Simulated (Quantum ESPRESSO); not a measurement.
Inputs of pw.x and gipaw.x (a modified build of Quantum ESPRESSO, PBE) for Li2O; the starting potential comes from an earlier run on another mesh:

```
&CONTROL
  calculation = 'scf'
  prefix = 'x'
  pseudo_dir = './pseudo'
  outdir = './out'
  tprnfor = .true.
/
&SYSTEM
  ibrav = 0
  nat = 3
  ntyp = 2
  ecutwfc = 45
  ecutrho = 180
  occupations = 'fixed'
  nbnd = 6
/
&ELECTRONS
  conv_thr = 1e-11
  startingpot = 'file'
/
ATOMIC_SPECIES
Li 6.940 Li.GGA_PBE-JTH.UPF
O 15.999 O.GGA_PBE-JTH.UPF
CELL_PARAMETERS angstrom
    0.000000000000     2.326855000000     2.326855000000
    2.326855000000     0.000000000000     2.326855000000
    2.326855000000     2.326855000000     0.000000000000
ATOMIC_POSITIONS crystal
Li     0.750000000000     0.750000000000     0.750000000000
Li     0.250000000000     0.250000000000     0.250000000000
O      0.000000000000     0.000000000000    -0.000000000000
K_POINTS automatic
5 5 5 1 1 1
```

```
&INPUTGIPAW
  job = 'nmr'
  prefix = 'x'
  tmp_dir = './out/'
  restart_mode = 'from_scratch'
  pawproj(1) = .true.
  pawproj(2) = .true.
  use_nmr_macroscopic_shape = .false.
/
```

The cell comes from the Materials Project (a computed structure). It is Li2O in Fm-3m. Stability against distortions was not tested.

Problem. What does gipaw.x print for the total shieldings?

Solution. 
```
     Total NMR chemical shifts in ppm: ---------------------------------------
     (adopting the Simpson convention for anisotropy and asymmetry)-----------

     Atom  1  Li  pos: (  1.060660  1.060660  1.060660)  Total sigma:          78.25
            78.2477          0.0000         -0.0000
             0.0000         78.2477         -0.0000
            -0.0000         -0.0000         78.2477

     Li      1    anisotropy:      0.00    eta:    0.0000
     Li      1    sigma_11=     78.25
     Li      1    sigma_22=     78.25
     Li      1    sigma_33=     78.25

     Atom  2  Li  pos: (  0.353553  0.353553  0.353553)  Total sigma:          78.25
            78.2477          0.0000          0.0000
             0.0000         78.2477          0.0000
             0.0000          0.0000         78.2477

     Li      2    anisotropy:      0.00    eta:    0.0000
     Li      2    sigma_11=     78.25
     Li      2    sigma_22=     78.25
     Li      2    sigma_33=     78.25

     Atom  3  O   pos: (  0.000000  0.000000  0.000000)  Total sigma:         203.65
           203.6550         -0.0000          0.0000
            -0.0000        203.6550         -0.0000
            -0.0000         -0.0000        203.6550

     O       3    anisotropy:      0.00    eta:    0.0000
     O       3    sigma_11=    203.65
     O       3    sigma_22=    203.65
     O       3    sigma_33=    203.65
```
The printed anisotropy is 3/2 (σ_33 − σ_iso) in the program's own order; the axes are left out here. All sites are cubic, so the anisotropy vanishes by symmetry. These are absolute shieldings with no macroscopic susceptibility term; δ = σ_ref − σ needs a reference computed alike. By our sweeps, such settings leave a few ppm in absolute σ.
